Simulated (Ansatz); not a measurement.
4 guesses for ReS3 and where they end

Level of theory: DFT PBE, scalar-relativistic, plane waves, PAW (Ansatz). All cells share a 420 eV cutoff and Γ-centred k meshes spaced at most about 0.3 Å⁻¹ (about 0.25 or finer for metals, 2π included). No spin polarisation in the final relaxations.

Each guess was relaxed in cell and atoms at zero pressure, within the symmetry of its start. Temperature and zero-point effects are left out. Coordination counts S atoms around Re (those within 1.25 times the shortest such distance or 1.15 times the sum of covalent radii; a plus sign parts nearer from farther groups).

| guess | made from | start group | V start (Å³/atom) | end group | V end (Å³/atom) | coordination at the end | gap on mesh (eV) | E over the lowest end (meV/atom) |
| --- | --- | --- | --- | --- | --- | --- | --- | --- |
| 1 | Al3Cu type | P4/mmm | 21.3 | P4/mmm | 19.2 | Re 8 | 0 | 0 |
| 2 | LiNi3 type | I4/mmm | 22.2 | I4/mmm | 14.1 | Re 8+4 | 0 | 543 |
| 3 | CdAu3 type | P4/mmm | 18.1 | P4/mmm | 23.2 | Re 4 | 0 | 721 |
| 4 | random cell | Im-3m | 21.6 | ? | ? | ? | ? | ? |

Guess 4 as it starts:

```cif
data_structure
_symmetry_space_group_name_H-M 'Im-3m'
_symmetry_Int_Tables_number 229
_cell_length_a 5.5705
_cell_length_b 5.5705
_cell_length_c 5.5705
_cell_angle_alpha 90.000
_cell_angle_beta 90.000
_cell_angle_gamma 90.000
_cell_volume 172.85
loop_
_atom_site_label
_atom_site_type_symbol
_atom_site_symmetry_multiplicity
_atom_site_Wyckoff_symbol
_atom_site_fract_x
_atom_site_fract_y
_atom_site_fract_z
_atom_site_occupancy
Re1 Re 2 a 0.00000 0.00000 0.00000 1
S1 S 6 b 0.50000 0.00000 0.00000 1
```

Q: Predict the end of this guess and its energy over the lowest end.

A: It ends in space group Im-3m (No. 229), with a = 4.923 Å, 14.9 Å³/atom and no gap. It lies 0.35 eV/atom over the lowest end, above guess 1 and below guess 2. Counting S atoms around Re, this end has Re 6 and the lowest (guess 1) has Re 8.

```cif
data_structure
_symmetry_space_group_name_H-M 'P 1'
_symmetry_Int_Tables_number 1
_cell_length_a 4.2631
_cell_length_b 4.2631
_cell_length_c 4.2631
_cell_angle_alpha 109.471
_cell_angle_beta 109.471
_cell_angle_gamma 109.471
_cell_volume 59.64
loop_
_atom_site_label
_atom_site_type_symbol
_atom_site_fract_x
_atom_site_fract_y
_atom_site_fract_z
_atom_site_occupancy
Re1 Re 0.00000 0.00000 0.00000 1
S1 S 0.00000 0.50000 0.50000 1
S2 S 0.50000 0.00000 0.50000 1
S3 S 0.50000 0.50000 0.00000 1
```

Formation energies are uncorrected and refer to the elements' standard structures at the same level.

Q: Is the lowest end bound against the elements?

A: No: its formation energy is +0.24 eV/atom. It can't be a ground state, since the elements alone are lower.

Weakly bound directions are ill-defined at this level, which has no dispersion term (P4/mmm at 19.2 Å³/atom, P4/mmm at 23.2 Å³/atom), and this can change margins and order among such cells. These runs have no spin–orbit coupling, which can matter for Re. In P4/mmm at 19.2 Å³/atom, Im-3m, I4/mmm, P4/mmm at 23.2 Å³/atom an odd number of electrons in the primitive cell allows no gap without spin; a larger cell or a magnetic state could open one. The reference form of S is held partly by dispersion forces, which this level lacks. Cells relaxed within their symmetry can be saddle points. A lower structure may well exist outside this small set. Some structure types and database cells were kept out of the candidates from the start, so a known form may be missing.
